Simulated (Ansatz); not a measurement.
GaCo:
```
CELL_PARAMETERS angstrom
      2.88146     0.00000     0.00000
      0.00000     2.88146     0.00000
      0.00000     0.00000     2.88146
ATOMIC_POSITIONS crystal
  Ga 0.50000 0.50000 0.50000
  Co 0.00000 0.00000 0.00000
```

Relaxed with PBE. Special points in fractions of this cell's reciprocal vectors: Γ (0.000, 0.000, 0.000); X (0.000, 0.500, 0.000); M (0.500, 0.500, 0.000); R (0.500, 0.500, 0.500).

List the band energies nearest the Fermi level at these points for the program Ansatz at the PBE level (PAW).

In eV from the Fermi level; about four levels below and three above (degenerate sets whole), none deeper than 8.9 eV; points with the same levels are listed once.

| k | below | above |
|---|---|---|
| Γ | -2.57 -2.57 -0.75 -0.75 -0.75 | 5.13 5.13 5.13 |
| X | -2.34 -1.77 -1.77 -0.75 | 0.09 10.56 10.56 |
| M | -2.49 -1.24 -1.24 -0.26 | 2.23 3.10 11.46 |
| R | -4.11 -4.11 -4.11 -0.22 -0.22 | 0.59 3.77 3.77 3.77 |

Space group Pm-3m (CsCl type). Symmetry was held in the PBE relaxation. The workflow began spin-polarised and lost its moments. The cell computed holds one magnetic atom, so no antiferromagnetic order was within reach. Spin–orbit coupling is left out wherever it is not named.

Potentials: the later of the program's two PAW sets.
